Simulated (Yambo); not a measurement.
Given:

```
BaO
1.0
    0.00000     2.79763     2.79763
    2.79763     0.00000     2.79763
    2.79763     2.79763     0.00000
O Ba
1 1
Direct
  0.50000   0.50000   0.50000
  0.00000   0.00000   0.00000
```

Workflow: PBEsol (pw.x of Quantum ESPRESSO, ONCV potentials, scalar-relativistic), then G0W0 in Yambo (4×4×4 Γ-centred k mesh, 96 bands and a 10 Ry block in the screening, 96 bands in G with the Bruneval-Gonze terminator, plasmon pole fitted at 27.2 eV).

Give the PBEsol and G0W0 gaps between the band edges found on this mesh, and say where the edges lie.

Edges: X → X. PBEsol: 2.05 eV; G0W0: 3.35 eV. Convergence of the G0W0 settings was not tested. 

Geometry strained from the cell relaxed with PBEsol, atoms relaxed again.
